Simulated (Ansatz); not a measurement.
MgNiGe:
```yaml
crystal:
  lattice:
    - [6.44415, 0.00000, 0.00000]
    - [0.00000, 4.04600, 0.00000]
    - [0.00000, 0.00000, 6.87944]
  atoms:
    - { symbol: Mg, position: [0.00343, 0.25000, 0.31116] }
    - { symbol: Mg, position: [0.99657, 0.75000, 0.68884] }
    - { symbol: Mg, position: [0.49657, 0.75000, 0.81116] }
    - { symbol: Mg, position: [0.50343, 0.25000, 0.18884] }
    - { symbol: Ni, position: [0.34548, 0.25000, 0.55577] }
    - { symbol: Ni, position: [0.65452, 0.75000, 0.44423] }
    - { symbol: Ni, position: [0.15452, 0.75000, 0.05577] }
    - { symbol: Ni, position: [0.84548, 0.25000, 0.94423] }
    - { symbol: Ge, position: [0.20931, 0.25000, 0.88299] }
    - { symbol: Ge, position: [0.79069, 0.75000, 0.11701] }
    - { symbol: Ge, position: [0.29069, 0.75000, 0.38299] }
    - { symbol: Ge, position: [0.70931, 0.25000, 0.61701] }
```

Relaxed with r²SCAN.

Which orbitals make up the states near the Fermi level in r²SCAN in the plane-wave PAW code Ansatz?

Within 0.5 eV of the Fermi level: Ni 3d 43 %, Ge 4p 40 %, outside the projected shells 8 %. Projections are on Löwdin-orthogonalised atomic valence shells; empty p or d shells of many metals are not among them.

Tabulate the density of states.

States/eV per cell of 12 atoms, in 0.25 eV bins, energy from the Fermi level.

```
E (eV)  total  Ni 3d  Ge 4p  Mg 3s
------  -----  -----  -----  -----
-7.85    0.00   0.00   0.00   0.00
-7.60    0.00   0.00   0.00   0.00
-7.35    0.00   0.00   0.00   0.00
-7.10    0.00   0.00   0.00   0.00
-6.85    0.00   0.00   0.00   0.00
-6.60    0.01   0.00   0.00   0.00
-6.35    1.24   0.08   0.74   0.18
-6.10    2.51   0.18   1.54   0.35
-5.85    4.79   0.42   2.93   0.60
-5.60    5.81   0.71   3.44   0.61
-5.35    5.30   0.89   2.99   0.57
-5.10    3.95   0.80   2.18   0.33
-4.85    3.34   0.81   1.76   0.27
-4.60    4.14   1.10   2.21   0.27
-4.35    5.32   1.56   2.86   0.33
-4.10    5.22   1.69   2.81   0.26
-3.85    5.80   2.38   2.81   0.22
-3.60   10.83   5.76   4.31   0.25
-3.35   11.60   6.93   4.12   0.14
-3.10   11.47   7.46   3.47   0.15
-2.85   10.87   6.93   3.25   0.22
-2.60   12.37  10.08   1.61   0.23
-2.35   17.82  15.87   1.11   0.15
-2.10   27.55  25.46   0.58   0.31
-1.85   23.06  20.68   0.90   0.22
-1.60   15.54  12.71   1.43   0.19
-1.35    7.58   5.20   1.42   0.12
-1.10    7.78   4.93   1.76   0.17
-0.85    6.71   3.74   2.00   0.14
-0.60    5.28   2.59   1.84   0.13
-0.35    4.21   2.15   1.37   0.10
-0.10    4.12   1.89   1.53   0.17
0.15     5.31   2.13   2.30   0.20
0.40     4.03   1.41   1.88   0.15
0.65     4.35   1.37   2.20   0.17
0.90     3.80   1.12   1.99   0.14
1.15     4.22   1.18   2.24   0.15
1.40     3.46   0.90   1.86   0.14
1.65     2.46   0.58   1.38   0.10
1.90     1.87   0.40   1.04   0.10
2.15     1.55   0.31   0.71   0.22
2.40     1.41   0.25   0.50   0.29
2.65     2.95   0.43   0.50   0.72
2.90     3.34   0.42   0.46   0.93
3.15     4.36   0.44   0.52   1.16
3.40     5.21   0.44   0.64   1.36
3.65     5.55   0.39   0.73   1.42
3.90     5.14   0.31   0.68   1.14
4.15     4.78   0.28   0.64   0.99
4.40     4.81   0.26   0.65   0.87
4.65     4.86   0.23   0.64   0.78
4.90     4.99   0.22   0.66   0.76
```

Space group Pnma. The workflow started from a Materials Project entry (that database holds measured and hypothetical structures alike); the Crystallography Open Database files this formula in space group No. 62, but the cells were not matched. Whether it is the stable phase at ambient conditions was not checked. Symmetry was held in the r²SCAN relaxation; whether a distortion lowers the energy is not shown. The run is not spin-polarised. Scalar-relativistic: spin–orbit coupling is off unless named, which matters more the heavier the elements.

Potentials: the later of the program's two PAW sets.
